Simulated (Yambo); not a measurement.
Yambo run on a free-standing SnS₂ monolayer (symmetry P-3m1, slab cell 15.9 Å high). The wavefunctions are norm-conserving PBE (stringent potentials; Quantum ESPRESSO, 102 Ry, without SOC) ones on a 6×6×1 mesh (17 occupied bands); a = b = 3.665 Å, c = 15.900 Å, α = β = 90.00°, γ = 120.00°.

Yambo input:

```
rim_cut
HF_and_locXC
RandQpts= 1000000
RandGvec= 2 Ry
CUTGeo= "slab z"
EXXRLvcs= 102 Ry
VXCRLvcs= 408 Ry
% QPkrange
 1 | 1 | 17 | 18 |
 2 | 2 | 17 | 18 |
 4 | 4 | 17 | 18 |
 7 | 7 | 17 | 18 |
%
```

k points by index: 1 = Γ, 2 = (0, 0.167), 4 = M, 7 = K.

Resulting energies as the program prints them:

```
#    K-point    Band    Eo [eV]    Ehf [eV]    Vxc [eV]    Vnlxc [eV]
#
    1    17    -0.088431    -2.598265    -13.63831    -16.14814
    1    18    2.436798    6.032491    -12.75779    -9.162096
    2    17    0.000000    -2.531412    -13.56826    -16.09967
    2    18    2.953611    6.822152    -13.54886    -9.680319
    4    17    -0.258509    -2.952476    -13.39752    -16.09149
    4    18    1.574189    5.002653    -12.45060    -9.022132
    7    17    -0.645288    -3.740324    -12.78196    -15.87700
    7    18    2.661047    6.532140    -13.13094    -9.259848
```
Exchange alone, without screening.

Geometry relaxed with PBE+D3(BJ).
